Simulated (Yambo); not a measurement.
Mg$_{2}$FeH$_{6}$ (space group Fm-3m, No. 225), G0W0@LDA in Yambo; all else as in the reference (4×4×4 Γ-centred k mesh, bands 13 to 126 and a 8 Ry block in the screening, 126 bands in G with the Bruneval-Gonze terminator, plasmon pole fitted at 27.2 eV). One parameter is varied: the cutoff of the wavefunctions in Yambo, over 10, 20, 30, 50, 90 Ry.

**Question.** From which value on does the gap W → X stay within 0.05 eV of the largest setting?

**Answer.** From 30 Ry on.
```
cutoff of the wavefunctions in Yambo (Ry)  G0W0 gap (eV)  valence shift (eV)
-----------------------------------------  -------------  ------------------
10                                                  2.56                1.01
20                                                  2.74                0.79
30                                                  2.79                0.28
50                                                  2.80                0.00
90                                                  2.80               -0.03
```
The last step of the sweep still moves the gap by 1 meV; the other settings are held fixed.

Geometry of the Materials Project entry, not relaxed at this level; primitive cell a = 4.4937 Å, b = 4.4937 Å, c = 4.4937 Å, α = 60.00°, β = 60.00°, γ = 60.00°.

The runs are not spin-polarised; magnetic order was not tried.

A shift is the quasiparticle energy of the state minus its LDA energy.
